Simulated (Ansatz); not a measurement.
CuAu3 in space group I4/mmm (No. 139; Cu on 2a, Au on 4d, Au on 2b) under volume change, r²SCAN (plane waves, PAW; program Ansatz), shape and atoms relaxed at each volume.

```tsv
V (Å³/atom)	E − E(relaxed) (meV/atom)	P (GPa)
14.699	[?]	[?]
15.183	32.2	11.43
15.668	7.5	5.14
16.152	0.0	-0.01
16.637	[?]	[?]
17.121	24.7	-7.65
17.606	52.2	-10.41
```

Task: Some entries are withheld; supply them.

Result: 
- 16.637, E − E(relaxed) (meV/atom): 6.6
- 16.637, P (GPa): -4.22
- 14.699, E − E(relaxed) (meV/atom): 78.0
- 14.699, P (GPa): 19.08

Task: What does a third-order Birch–Murnaghan fit give for V₀, B₀ and B′?

Result: V₀ = 16.15 Å³/atom, B₀ = 155 GPa, B′ = 5.7.

The workflow started from a Materials Project entry (that database holds measured and hypothetical structures alike); the Crystallography Open Database copy checked does not list it. COD files the formula under space group No. 221. Whether it is the stable phase at ambient conditions was not checked. Symmetry was held in the r²SCAN relaxation; its stability against distortions is not shown here. The run is not spin-polarised. Scalar-relativistic: spin–orbit coupling is off unless named, which matters more the heavier the elements.

Potentials: the later of the program's two PAW sets.
